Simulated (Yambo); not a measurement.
Yambo run on BaTiO3 (space group R3m, No. 160). The wavefunctions come from this Quantum ESPRESSO step (PBEsol, PseudoDojo standard norm-conserving files, fully relativistic):

```
&CONTROL
  calculation = 'nscf'
  pseudo_dir = './pseudo'
  outdir = './out'
/
&SYSTEM
  ibrav = 0
  nat = 5
  ntyp = 3
  ecutwfc = 84.0
  ecutrho = 336.0
  occupations = 'fixed'
  force_symmorphic = .true.
  nbnd = 159
  noncolin = .true.
  lspinorb = .true.
/
&ELECTRONS
  conv_thr = 5e-09
  diago_full_acc = .true.
  diago_thr_init = 1e-08
/
ATOMIC_SPECIES
O 15.9990 O.upf
Ti 47.8670 Ti.upf
Ba 137.3270 Ba.upf
CELL_PARAMETERS angstrom
  2.848255136000   1.644440869000   2.335560000000
 -2.848255136000   1.644440869000   2.335560000000
  0.000000000000  -3.288881739000   2.335560000000
ATOMIC_POSITIONS crystal
O   0.488950000000   0.979720000000   0.488950000000
O   0.488950000000   0.488950000000   0.979720000000
O   0.979720000000   0.488950000000   0.488950000000
Ti   0.513330000000   0.513330000000   0.513330000000
Ba   0.000140000000   0.000140000000   0.000140000000
K_POINTS automatic
4 4 4 0 0 0
```

Yambo input:

```
rim_cut
gw0
dyson
el_el_corr
HF_and_locXC
ppa
em1d
RandQpts= 1000000
RandGvec= 1 Ry
EXXRLvcs= 84 Ry
VXCRLvcs= 336 Ry
Chimod= "HARTREE"
% BndsRnXp
 3 | 158 |
%
NGsBlkXp= 6 Ry
% LongDrXp
 1.0 | 1.0 | 1.0 |
%
PPAPntXp= 27.2114 eV
% GbndRnge
 1 | 158 |
%
GTermKind= "BG"
DysSolver= "n"
ExtendOut
% QPkrange
 1 | 1 | 38 | 42 |
 3 | 3 | 40 | 41 |
 7 | 7 | 40 | 41 |
 13 | 13 | 40 | 41 |
%
```

k points by index: 1 = Γ, 3 = L, 7 = F, 13 = Z.

Resulting energies as the program prints them:

```
#    K-point    Band    Eo [eV]    E [eV]    E-Eo [eV]    Vxc [eV]    Vnlxc [eV]    Sc|Eo [eV]    Sc|E [eV]    dSc/dw|Eo [eV]    Re(Z)    Im(Z)
#
    1    38    -0.403640    -0.626362    -0.222722    -19.80601    -24.32382    4.230393    4.295086    -7.899695    0.775006    -0.001366
    1    39    -0.347329    -0.568016    -0.220687    -19.85923    -24.41801    4.274028    4.338092    -7.895011    0.775109    -0.001360
    1    40    -0.347329    -0.568016    -0.220687    -19.85923    -24.41801    4.274028    4.338092    -7.895012    0.775109    -0.001360
    1    41    2.360834    3.762313    1.401479    -18.85221    -11.90150    -5.160401    -5.549230    -7.548790    0.782830    -0.001415
    1    42    2.360834    3.762333    1.401499    -18.85221    -11.90150    -5.160376    -5.549211    -7.548787    0.782830    -0.001415
    3    40    -0.813187    -1.080693    -0.267505    -19.76656    -24.69902    4.586284    4.664947    -7.997852    0.772845    -0.001388
    3    41    2.514242    3.973076    1.458834    -19.32257    -12.12392    -5.325601    -5.739809    -7.725314    0.778874    -0.001459
    7    40    -0.057632    -0.329142    -0.271511    -19.54567    -24.63852    4.740436    4.821337    -8.104091    0.770520    -0.001396
    7    41    3.815619    5.385339    1.569720    -21.16933    -13.27467    -5.822718    -6.324937    -8.704892    0.757630    -0.001744
    13    40    0.000000    -0.237574    -0.237574    -19.66577    -24.74744    4.773047    4.844096    -8.133332    0.769883    -0.001396
    13    41    4.279585    5.890649    1.611064    -21.44447    -13.08352    -6.213202    -6.749895    -9.063511    0.750139    -0.001946
```
(The two width columns are left out.) Convergence of these settings isn't established.

Geometry of the Materials Project entry, not relaxed at this level.
